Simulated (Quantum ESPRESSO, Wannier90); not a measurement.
## HfS₂ (CdI2 type): Wannier90 run

```
begin unit_cell_cart
ang
    3.6396599908    0.0000000000    0.0000000000
   -1.8198299954    3.1520380132    0.0000000000
    0.0000000000    0.0000000000    6.0555600000
end unit_cell_cart
begin atoms_frac
Hf   0.0000000000  0.0000000000  0.0000000000
S   -0.3333333333  0.3333333333 -0.2360500000
S    0.3333333333 -0.3333333333  0.2360500000
end atoms_frac
```

Cell from Materials Project (mp-985829), symmetrised, no further relaxation. Not found in the COD (Crystallography Open Database) copy used; not checked further. Computed values, not measurements, from PBEsol: Quantum ESPRESSO (norm-conserving PseudoDojo potentials, cutoff 47 Ry, spinors with spin-orbit coupling) on a Γ-centred 6×6×4 mesh, then Wannier90. Density: 12×12×6 mesh, cold smearing 0.01 Ry. The cell is built of weakly bound layers, chains or molecules, whose nearest atoms lie 3.83 Å apart. Database cells relaxed without dispersion often hold them too far apart, which can enlarge gaps and weakens couplings between them; spacing and stacking were not compared with the measured crystal.

A tight-binding model is made by disentanglement and projection with no localisation steps (num_iter = 0), so the 22 orbitals stay atom-like: hydrogen-like Hf: d; S: p, axes along x, y, z; frozen window up to 2.58 eV relative to the valence-band maximum. It follows pw.x to 3.1 meV rms for states up to 2.1 eV relative to the valence-band maximum. Matrix elements depend on this choice of orbitals and windows.

The 30 largest hoppings ⟨m,0|H|n,R⟩ between different sites (one of each Hermitian pair; signs follow the real orbitals' lobes; the list may end inside a set of equal values):

```json
[
 {"m": "Hf1 dyz↑", "n": "S3 py↑", "R": "0 1 0", "distance of the centres (Å)": "2.48", "t (eV)": "1.739", "Im t (eV)": "0.000"},
 {"m": "Hf1 dyz↓", "n": "S3 py↓", "R": "0 1 0", "distance of the centres (Å)": "2.48", "t (eV)": "1.739", "Im t (eV)": "0.000"},
 {"m": "S2 py↑", "n": "Hf1 dyz↑", "R": "0 1 0", "distance of the centres (Å)": "2.48", "t (eV)": "-1.739", "Im t (eV)": "0.000"},
 {"m": "S2 py↓", "n": "Hf1 dyz↓", "R": "0 1 0", "distance of the centres (Å)": "2.48", "t (eV)": "-1.739", "Im t (eV)": "0.000"},
 {"m": "Hf1 dxz↑", "n": "S2 px↑", "R": "1 0 0", "distance of the centres (Å)": "2.49", "t (eV)": "-1.138", "Im t (eV)": "0.004"},
 {"m": "S3 px↑", "n": "Hf1 dxz↑", "R": "1 0 0", "distance of the centres (Å)": "2.49", "t (eV)": "1.138", "Im t (eV)": "0.004"},
 {"m": "Hf1 dxz↓", "n": "S2 px↓", "R": "1 0 0", "distance of the centres (Å)": "2.49", "t (eV)": "-1.138", "Im t (eV)": "-0.004"},
 {"m": "S3 px↓", "n": "Hf1 dxz↓", "R": "1 0 0", "distance of the centres (Å)": "2.49", "t (eV)": "1.138", "Im t (eV)": "-0.004"},
 {"m": "S2 px↑", "n": "Hf1 dxz↑", "R": "0 0 0", "distance of the centres (Å)": "2.49", "t (eV)": "-1.138", "Im t (eV)": "0.004"},
 {"m": "S2 px↓", "n": "Hf1 dxz↓", "R": "0 0 0", "distance of the centres (Å)": "2.49", "t (eV)": "-1.138", "Im t (eV)": "-0.004"},
 {"m": "S3 px↑", "n": "Hf1 dxz↑", "R": "0 0 0", "distance of the centres (Å)": "2.49", "t (eV)": "1.138", "Im t (eV)": "-0.004"},
 {"m": "S3 px↓", "n": "Hf1 dxz↓", "R": "0 0 0", "distance of the centres (Å)": "2.49", "t (eV)": "1.138", "Im t (eV)": "0.004"},
 {"m": "Hf1 dx2-y2↓", "n": "S3 pz↓", "R": "0 1 0", "distance of the centres (Å)": "2.57", "t (eV)": "-1.107", "Im t (eV)": "0.000"},
 {"m": "S2 pz↓", "n": "Hf1 dx2-y2↓", "R": "0 1 0", "distance of the centres (Å)": "2.57", "t (eV)": "1.107", "Im t (eV)": "0.000"},
 {"m": "Hf1 dx2-y2↑", "n": "S3 pz↑", "R": "0 1 0", "distance of the centres (Å)": "2.57", "t (eV)": "-1.107", "Im t (eV)": "0.000"},
 {"m": "S2 pz↑", "n": "Hf1 dx2-y2↑", "R": "0 1 0", "distance of the centres (Å)": "2.57", "t (eV)": "1.107", "Im t (eV)": "0.000"},
 {"m": "Hf1 dxz↑", "n": "S2 py↑", "R": "1 0 0", "distance of the centres (Å)": "2.51", "t (eV)": "-1.041", "Im t (eV)": "-0.002"},
 {"m": "Hf1 dxz↓", "n": "S2 py↓", "R": "1 0 0", "distance of the centres (Å)": "2.51", "t (eV)": "-1.041", "Im t (eV)": "0.002"},
 {"m": "Hf1 dyz↓", "n": "S2 px↓", "R": "1 0 0", "distance of the centres (Å)": "2.49", "t (eV)": "-1.041", "Im t (eV)": "0.002"},
 {"m": "S3 px↓", "n": "Hf1 dyz↓", "R": "1 0 0", "distance of the centres (Å)": "2.49", "t (eV)": "1.041", "Im t (eV)": "0.002"},
 {"m": "S3 py↑", "n": "Hf1 dxz↑", "R": "1 0 0", "distance of the centres (Å)": "2.51", "t (eV)": "1.041", "Im t (eV)": "-0.002"},
 {"m": "S3 py↓", "n": "Hf1 dxz↓", "R": "1 0 0", "distance of the centres (Å)": "2.51", "t (eV)": "1.041", "Im t (eV)": "0.002"},
 {"m": "S2 px↑", "n": "Hf1 dyz↑", "R": "0 0 0", "distance of the centres (Å)": "2.49", "t (eV)": "1.041", "Im t (eV)": "0.002"},
 {"m": "S2 px↓", "n": "Hf1 dyz↓", "R": "0 0 0", "distance of the centres (Å)": "2.49", "t (eV)": "1.041", "Im t (eV)": "-0.002"},
 {"m": "S2 py↑", "n": "Hf1 dxz↑", "R": "0 0 0", "distance of the centres (Å)": "2.51", "t (eV)": "1.041", "Im t (eV)": "0.002"},
 {"m": "S3 px↑", "n": "Hf1 dyz↑", "R": "0 0 0", "distance of the centres (Å)": "2.49", "t (eV)": "-1.041", "Im t (eV)": "-0.002"},
 {"m": "S3 px↓", "n": "Hf1 dyz↓", "R": "0 0 0", "distance of the centres (Å)": "2.49", "t (eV)": "-1.041", "Im t (eV)": "0.002"},
 {"m": "S3 py↑", "n": "Hf1 dxz↑", "R": "0 0 0", "distance of the centres (Å)": "2.51", "t (eV)": "-1.041", "Im t (eV)": "-0.002"},
 {"m": "Hf1 dyz↑", "n": "S2 px↑", "R": "1 0 0", "distance of the centres (Å)": "2.49", "t (eV)": "-1.041", "Im t (eV)": "-0.002"},
 {"m": "S3 px↑", "n": "Hf1 dyz↑", "R": "1 0 0", "distance of the centres (Å)": "2.49", "t (eV)": "1.041", "Im t (eV)": "-0.002"}
]
```
